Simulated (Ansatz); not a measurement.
# Bands of SnSe$_{2}$

```
CELL_PARAMETERS angstrom
3.87165 0.00000 0.00000
-1.93582 3.35294 0.00000
0.00000 0.00000 6.99364
ATOMIC_POSITIONS crystal
Sn 0.00000 0.00000 0.00000
Se 0.33333 0.66667 0.22801
Se 0.66667 0.33333 0.77199
```

Atom numbers follow the list: Sn1, Se2, Se3.

The structure comes from a relaxation in the same program, started in the CdI2 type, and has space group P-3m1. Whether it is a known phase or the ground state wasn't checked.

No spin–orbit coupling, which matters for the heavy atoms here.

These are results of DFT, PBE, all-electron LAPW, scalar-relativistic in Ansatz 0.2.0, not measurements.

The runs use a Γ-centred 11×11×6 k mesh, Fermi–Dirac smearing of 0.05 eV, basis error target 0.5 meV/atom, no spin polarisation.

Points in fractions of the reciprocal vectors of this cell: Γ (0, 0, 0), M (0.5, 0, 0), K (0.333, 0.333, 0), A (0, 0, 0.5), L (0.5, 0, 0.5), H (0.333, 0.333, 0.5). The path joins them by straight lines in the order Γ–M–K–Γ–A–L–H–A–L; legs that retrace an earlier one aren't tabulated. Energies are in eV from the top of the valence band.

**Question.** Metal or insulator at this level of theory?

**Answer.** An insulator or semiconductor: gap 0.70 eV, indirect from the line Γ–M (0.5, 0, 0) to L (0.5, 0, 0.5).

**Question.** Tabulate bands 32 to 38, counted from the lowest band of the run, along the path.

**Answer.** 
```
k (1/Å)  point  band 32  band 33  band 34  band 35  band 36  band 37  band 38
   0.00      Γ    -0.47    -0.47    -0.12    -0.12     1.10     3.09     4.59
   0.23           -0.91    -0.89    -0.45     0.00     1.93     3.70     4.43
   0.47           -1.94    -1.55    -0.45    -0.07     1.84     3.87     5.39
   0.70           -2.40    -2.01    -0.60    -0.21     1.16     3.97     5.56
   0.94      M    -2.38    -2.18    -0.79    -0.28     0.93     3.90     5.56
   1.07           -2.44    -2.40    -0.79    -0.52     1.16     4.28     5.39
   1.21           -2.92    -2.50    -0.95    -0.79     1.50     5.12     5.39
   1.34           -3.30    -2.80    -1.12    -0.85     1.60     5.61     5.77
   1.48      K    -3.44    -3.08    -1.00    -1.00     1.59     5.81     5.81
   1.75           -3.21    -2.30    -1.36    -0.51     1.77     5.32     5.68
   2.02           -2.84    -1.31    -0.96    -0.24     2.09     4.81     4.84
   2.29           -1.50    -0.64    -0.28    -0.27     2.05     4.03     4.16
   2.56      Γ    -0.47    -0.47    -0.12    -0.12     1.10     3.09     4.59
   2.67           -0.47    -0.47    -0.11    -0.11     1.27     3.08     4.58
   2.78           -0.48    -0.48    -0.10    -0.10     1.61     3.06     4.55
   2.90           -0.49    -0.49    -0.09    -0.09     1.88     3.03     4.53
   3.01      A    -0.49    -0.49    -0.08    -0.08     1.99     3.01     4.52
   3.24           -1.34    -0.89    -0.75    -0.03     2.27     3.77     4.79
   3.48           -1.68    -1.51    -1.07    -0.14     1.74     4.33     5.49
   3.71           -2.03    -1.97    -0.77    -0.31     1.01     4.29     5.15
   3.95      L    -2.14    -2.05    -0.63    -0.38     0.70     4.21     4.91
   4.08           -2.45    -2.13    -0.57    -0.51     0.99     4.46     5.04
   4.22           -3.02    -2.43    -0.69    -0.51     1.53     4.76     5.08
   4.35           -3.44    -2.88    -0.70    -0.51     1.90     4.77     4.87
   4.49      H    -3.59    -3.19    -0.59    -0.59     1.99     4.80     4.80
   4.76           -3.24    -2.43    -0.91    -0.45     1.98     4.47     5.35
   5.03           -2.56    -1.52    -0.78    -0.63     2.10     4.53     5.53
   5.30           -1.53    -1.30    -0.47    -0.22     2.30     3.95     4.76
   5.57      A    -0.49    -0.49    -0.08    -0.08     1.99     3.01     4.52
```

Kohn–Sham gaps of semilocal functionals usually fall short of measured ones.
